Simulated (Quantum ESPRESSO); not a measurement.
```cif
data_C4
_chemical_formula_sum 'C4'
_space_group_name_H-M_alt 'P63/mmc'
_space_group_IT_number 194
_space_group_name_Hall '-P 6c 2c'
_cell_length_a 2.46729
_cell_length_b 2.46729
_cell_length_c 7.80307
_cell_angle_alpha 90.000
_cell_angle_beta 90.000
_cell_angle_gamma 120.000
loop_
_atom_site_label
_atom_site_type_symbol
_atom_site_symmetry_multiplicity
_atom_site_Wyckoff_symbol
_atom_site_fract_x
_atom_site_fract_y
_atom_site_fract_z
_atom_site_occupancy
C1 C 2 b 0.00000 0.00000 0.25000 1
C2 C 2 c 0.33333 0.66667 0.25000 1
```

The geometry is that of Materials Project entry mp-48, symmetrised and not relaxed again.

Q: What does norm-conserving PBEsol (Quantum ESPRESSO, 82 Ry, no spin-orbit coupling) give for the electronic structure near the Fermi level?

A: At this level the gap is closed or nearly so: along the path the highest valence and lowest conduction bands touch, or overlap by less than 0.6 eV, a zero-gap or semimetallic result; the valence top lies at 75 % of the way from K to H, the conduction bottom at K. 

The distance between layers or molecules is the database entry's, not relaxed here. Functionals without dispersion can leave it too large, which widens gaps and weakens the response across layers: the numbers belong to this cell.
